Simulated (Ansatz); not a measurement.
Input, command and steps of an Ansatz relaxation.

```yaml
crystal:
  lattice:
    - [2.281, -4.771, 0.0]
    - [2.281, 4.771, 0.0]
    - [0.0, 0.0, 4.364]
  atoms:
    - { symbol: Li, position: [0.588, 0.412, 0.75] }
    - { symbol: Li, position: [0.412, 0.588, 0.25] }
    - { symbol: Li, position: [0.243, 0.757, 0.75] }
    - { symbol: Li, position: [0.757, 0.243, 0.25] }
    - { symbol: Ga, position: [0.9237, 0.0763, 0.75] }
    - { symbol: Ga, position: [0.0763, 0.9237, 0.25] }
basis:
  ecutwfc: 420
kpoints:
  mp_grid: { grid: [10, 10, 8] }
hamiltonian:
  xc: pbesol
scf:
  occupations: { method: gaussian, width: 0.1 }
output:
  forces: true
  stress: true
  eigenvalues: true
  write_density: true
  write_potential: true
  elf: true
  volumetric_format: npy
relax:
  adjacent_minimum: "off"
  f_tol: 0.005
  max_steps: 80
  cell: { stress_tol: 0.05 }
```

```bash
ansatz run input.yaml --threads 1 --pin off --max-ram 2560MiB --backend cpu --events-out ev --progress --plain --runs-dir out
```

All numbers below come from DFT PBEsol, scalar-relativistic, plane waves, PAW (Ansatz 0.2.0).

Of 6 frames 5 are shown, positions in Å and forces in eV/Å; the SCF threshold varies from step to step. Steps run on the plane waves of an earlier cell, with a Pulay correction in the pressure. The basis is chosen afresh for the last frame, the zero of the energies, and at times for earlier ones too; energy and pressure step there, also at an unchanged geometry.

```xyz
6
Lattice="2.2810 -4.7710 0.0000 2.2810 4.7710 0.0000 0.0000 0.0000 4.3640" Properties=species:S:1:pos:R:3:forces:R:3 pbc="T T T" step=1 free_energy_over_end_meV_per_atom=5.68 pressure_GPa=-1.85
Li    2.2810   -0.8397    3.2730    0.0000    0.0567    0.0000
Li    2.2810    0.8397    1.0910    0.0000   -0.0567    0.0000
Li    2.2810    2.4523    3.2730    0.0000    0.0771    0.0000
Li    2.2810   -2.4523    1.0910    0.0000   -0.0771    0.0000
Ga    2.2810   -4.0429    3.2730    0.0000   -0.0065    0.0000
Ga    2.2810    4.0429    1.0910    0.0000    0.0065    0.0000
6
Lattice="2.2216 -4.6823 0.0000 2.2216 4.6823 0.0000 0.0000 0.0000 4.2941" Properties=species:S:1:pos:R:3:forces:R:3 pbc="T T T" step=2 free_energy_over_end_meV_per_atom=0.38 pressure_GPa=0.17
Li    2.2216   -0.7881    3.2206    0.0000   -0.0694    0.0000
Li    2.2216    0.7881    1.0735    0.0000    0.0694    0.0000
Li    2.2216    2.4362    3.2206    0.0000   -0.0357    0.0000
Li    2.2216   -2.4362    1.0735    0.0000    0.0357    0.0000
Ga    2.2216   -3.9467    3.2206    0.0000   -0.0416    0.0000
Ga    2.2216    3.9467    1.0735    0.0000    0.0416    0.0000
6
Lattice="2.2258 -4.6909 0.0000 2.2258 4.6909 0.0000 0.0000 0.0000 4.2900" Properties=species:S:1:pos:R:3:forces:R:3 pbc="T T T" step=3 free_energy_over_end_meV_per_atom=-0.06 pressure_GPa=0.03
Li    2.2258   -0.8230    3.2175    0.0000    0.0220    0.0000
Li    2.2258    0.8230    1.0725    0.0000   -0.0220    0.0000
Li    2.2258    2.4269    3.2175    0.0000    0.0110    0.0000
Li    2.2258   -2.4269    1.0725    0.0000   -0.0110    0.0000
Ga    2.2258   -3.9625    3.2175    0.0000   -0.0031    0.0000
Ga    2.2258    3.9625    1.0725    0.0000    0.0031    0.0000
6
Lattice="2.2328 -4.6728 0.0000 2.2328 4.6728 0.0000 0.0000 0.0000 4.2975" Properties=species:S:1:pos:R:3:forces:R:3 pbc="T T T" step=4 free_energy_over_end_meV_per_atom=-0.07 pressure_GPa=0.02
Li    2.2328   -0.8176    3.2231    0.0000    0.0088    0.0000
Li    2.2328    0.8176    1.0744    0.0000   -0.0088    0.0000
Li    2.2328    2.4234    3.2231    0.0000   -0.0032    0.0000
Li    2.2328   -2.4234    1.0744    0.0000    0.0032    0.0000
Ga    2.2328   -3.9497    3.2231    0.0000    0.0126    0.0000
Ga    2.2328    3.9497    1.0744    0.0000   -0.0126    0.0000
6
Lattice="2.2294 -4.6871 0.0000 2.2294 4.6871 0.0000 0.0000 0.0000 4.2925" Properties=species:S:1:pos:R:3:forces:R:3 pbc="T T T" step=6 free_energy_over_end_meV_per_atom=0.00 pressure_GPa=0.00
Li    2.2294   -0.8156    3.2193    0.0000    0.0024    0.0000
Li    2.2294    0.8156    1.0731    0.0000   -0.0024    0.0000
Li    2.2294    2.4286    3.2193    0.0000    0.0010    0.0000
Li    2.2294   -2.4286    1.0731    0.0000   -0.0010    0.0000
Ga    2.2294   -3.9592    3.2193    0.0000   -0.0035    0.0000
Ga    2.2294    3.9592    1.0731    0.0000    0.0035    0.0000
```

The run took 2.1 min on 1 thread of Arm Neoverse V2, with other jobs on the host, peak memory 0.57 GiB.